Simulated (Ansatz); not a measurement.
# Spinel alloy of ZnGa2O4 and ZnAl2O4 (13 of 16 Ga sites exchanged), 56 atoms

These are results of DFT, PBEsol, PAW, plane waves (Ansatz 0.2.0), not measurements.

Command:

```sh
ansatz run in.yaml --threads 2 --pin off --max-ram 30400MiB --runs-dir r --events-out ev --progress --plain --backend cuda --devices 0, --max-vram 18GiB
```

The input less its lattice and atoms:

```yaml
crystal:
  symmetry: { detect: false }
kpoints:
  mp_grid: { grid: [1, 1, 1], shift: [0.25, 0.25, 0.25] }
hamiltonian:
  xc: pbesol
scf:
  occupations: { method: fermi_dirac, width: 0.01 }
relax:
  f_tol: 0.03
  max_steps: 80
  escape_saddle: false
  adjacent_minimum: "off"
  cell: { fix: [shape] }
output:
  forces: true
  eigenvalues: true
  populations: true
  write_density: true
  write_potential: true
  elf: true
  volumetric_format: npy
```

Start:

```xyz
56
Lattice="8.1382 0.0000 0.0000 0.0000 8.1382 0.0000 0.0000 0.0000 8.1382" Properties=species:S:1:pos:R:3 pbc="T T T"
Zn    7.0871    3.0513    3.0269
Zn    3.0362    7.0881    3.0982
Zn    3.0738    3.0637    7.1201
Zn    1.0200    1.0311    1.0301
Zn    7.1211    7.1219    7.1318
Zn    5.0734    5.1032    1.0220
Zn    5.1082    1.0038    5.0960
Zn    0.9824    5.0524    5.1068
Al    4.0474    8.1259    0.0187
Al    6.0752    2.0472    0.0084
Al    6.1114    8.1267    2.0340
Al    8.1374    4.0297    0.0126
Al    2.0348    6.0706    8.1337
Al    4.0406    4.0664    4.0700
Al    2.0292    2.0372    4.0676
Al    2.0291    4.0697    2.0336
Al    4.0580    2.0416    2.0211
Al    2.0038    0.0058    6.0913
Al    8.1003    6.1189    2.0417
Al    8.1217    2.0383    6.1011
Al    4.0546    6.1564    6.0997
O     4.1662    0.0669    1.9595
O     5.9883    1.9334    1.9038
O     4.1639    1.9222    0.1184
O     6.0122    0.0950    0.0885
O     0.1332    4.1795    1.9269
O     1.9456    6.0305    1.9432
O     0.1421    5.9820    0.1473
O     1.9210    4.1808    0.1395
O     0.1312    0.1007    5.9786
O     1.9200    1.9354    5.9694
O     0.0733    1.9544    4.1694
O     1.9061    0.0843    4.1722
O     2.1389    2.1394    2.1495
O     3.9483    3.9724    2.1315
O     3.9884    2.1225    3.9646
O     2.1070    3.9337    3.9423
O     4.1826    4.2093    5.9981
O     6.0173    6.0214    5.9889
O     4.1675    5.9867    4.1769
O     6.0231    4.1679    4.1960
O     6.2120    6.2113    2.1373
O     8.0351    8.0529    2.1516
O     8.0143    6.1609    3.9375
O     6.2310    8.0402    3.9391
O     6.2228    2.1447    6.2027
O     8.0384    3.9642    6.2207
O     8.0220    2.1680    8.0208
O     6.1984    3.9467    8.0183
O     2.1594    6.1926    6.1931
O     3.9653    7.9926    6.2368
O     3.9615    6.1920    8.0168
O     2.1454    8.0192    8.0055
Ga    0.0531    8.1352    4.0506
Ga    6.1032    6.1251    4.0957
Ga    6.1064    4.0354    6.0919
```

Steps:

```
 step  energy less the first (eV)  largest force component (eV/Å)  pressure (GPa)
start                       0.000                           1.570            0.73
    1                      -0.658                           0.839            0.03
    2                      -0.988                           0.067           -0.20
    3                      -0.992                           0.029           -0.02
    4                      -0.992                           0.029           -0.02
```

A structure on the way, about -0.99 eV from the start:

```xyz
56
Lattice="8.1409 0.0000 0.0000 0.0000 8.1409 0.0000 0.0000 0.0000 8.1409" Properties=species:S:1:pos:R:3 pbc="T T T"
Zn    7.1304    3.0381    3.0262
Zn    3.0425    7.1243    3.0318
Zn    3.0436    3.0451    7.1424
Zn    1.0348    1.0199    1.0113
Zn    7.1354    7.1270    7.1470
Zn    5.0645    5.0810    1.0104
Zn    5.0599    1.0259    5.0984
Zn    1.0393    5.0797    5.1010
Al    4.0665    8.1381    0.0013
Al    6.1118    2.0193    0.0127
Al    6.0982    8.1404    2.0072
Al    0.0129    4.0577    0.0133
Al    2.0347    6.1024    0.0017
Al    4.0403    4.0655    4.0651
Al    2.0459    2.0455    4.0799
Al    2.0333    4.0664    2.0344
Al    4.0666    2.0322    2.0341
Al    2.0463    0.0071    6.1208
Al    0.0032    6.0974    2.0076
Al    0.0197    2.0326    6.1281
Al    4.0409    6.1085    6.1114
O     4.1780    0.1124    1.9121
O     5.9878    1.9102    1.9179
O     4.1863    1.9200    0.1178
O     5.9812    0.1119    0.1084
O     0.1218    4.1785    1.9186
O     1.9185    5.9905    1.9115
O     0.1217    5.9748    0.1035
O     1.9262    4.1804    0.1254
O     0.1383    0.1229    6.0470
O     1.9315    1.9203    6.0016
O     0.1353    1.9827    4.2074
O     1.9845    0.1370    4.2009
O     2.1503    2.1444    2.1548
O     3.9444    3.9517    2.1451
O     3.9515    2.1545    3.9557
O     2.1413    3.9529    3.9480
O     4.1140    4.1926    5.9849
O     5.9543    6.0331    6.0312
O     4.1093    5.9765    4.1938
O     5.9487    4.1311    4.1415
O     6.2262    6.2295    2.0766
O     8.0174    8.0133    2.0803
O     8.0642    6.1734    3.9210
O     6.1750    8.0748    3.9154
O     6.2403    2.0829    6.2430
O     8.0797    3.9435    6.2458
O     8.0352    2.1445    8.0398
O     6.2330    3.9279    8.0922
O     2.1365    6.2303    6.2298
O     3.9508    8.0271    6.2303
O     3.9442    6.2143    8.0265
O     2.1570    8.0242    8.0345
Ga    0.0105    0.0103    4.0635
Ga    6.0840    6.1030    4.0511
Ga    6.0969    4.0555    6.1181
```

End:

```xyz
56
Lattice="8.1385 0.0000 0.0000 0.0000 8.1385 0.0000 0.0000 0.0000 8.1385" Properties=species:S:1:pos:R:3 pbc="T T T"
Zn    7.1230    3.0381    3.0291
Zn    3.0362    7.1253    3.0285
Zn    3.0396    3.0407    7.1425
Zn    1.0426    1.0230    1.0150
Zn    7.1228    7.1247    7.1416
Zn    5.0668    5.0766    1.0117
Zn    5.0682    1.0243    5.0963
Zn    1.0422    5.0787    5.0961
Al    4.0672    8.1358    0.0002
Al    6.1112    2.0192    0.0133
Al    6.0972    0.0003    2.0067
Al    0.0121    4.0567    0.0138
Al    2.0329    6.1011    0.0008
Al    4.0385    4.0628    4.0649
Al    2.0458    2.0449    4.0794
Al    2.0323    4.0661    2.0351
Al    4.0681    2.0316    2.0359
Al    2.0461    0.0074    6.1187
Al    0.0018    6.0958    2.0069
Al    0.0214    2.0324    6.1277
Al    4.0390    6.1059    6.1079
O     4.1771    0.1121    1.9124
O     5.9860    1.9098    1.9171
O     4.1855    1.9196    0.1177
O     5.9799    0.1134    0.1092
O     0.1192    4.1775    1.9205
O     1.9163    5.9868    1.9099
O     0.1195    5.9760    0.1015
O     1.9257    4.1807    0.1262
O     0.1377    0.1225    6.0483
O     1.9312    1.9179    6.0007
O     0.1354    1.9844    4.2064
O     1.9823    0.1374    4.2008
O     2.1524    2.1470    2.1559
O     3.9435    3.9509    2.1440
O     3.9517    2.1501    3.9564
O     2.1404    3.9503    3.9470
O     4.1118    4.1894    5.9845
O     5.9520    6.0294    6.0271
O     4.1035    5.9745    4.1898
O     5.9447    4.1301    4.1391
O     6.2248    6.2291    2.0740
O     8.0162    8.0113    2.0788
O     8.0612    6.1706    3.9214
O     6.1728    8.0699    3.9133
O     6.2402    2.0829    6.2428
O     8.0801    3.9432    6.2432
O     8.0352    2.1432    8.0399
O     6.2323    3.9277    8.0873
O     2.1363    6.2295    6.2281
O     3.9519    8.0245    6.2249
O     3.9443    6.2121    8.0249
O     2.1573    8.0217    8.0314
Ga    0.0097    0.0093    4.0603
Ga    6.0786    6.1004    4.0464
Ga    6.0923    4.0546    6.1154
```

The run converged.

Time: 18 s of wall time on one NVIDIA H100 with 2 processor threads, on a host shared with other runs; peak host memory 1.3 GiB.

Problem. How much energy did the relaxation gain, and which atom moved most?

Solution. 0.99 eV in 4 steps, from a start with small random displacements; atom 41 (O) moved 0.10 Å, the median atom 0.05 Å (drift of the whole cell removed).
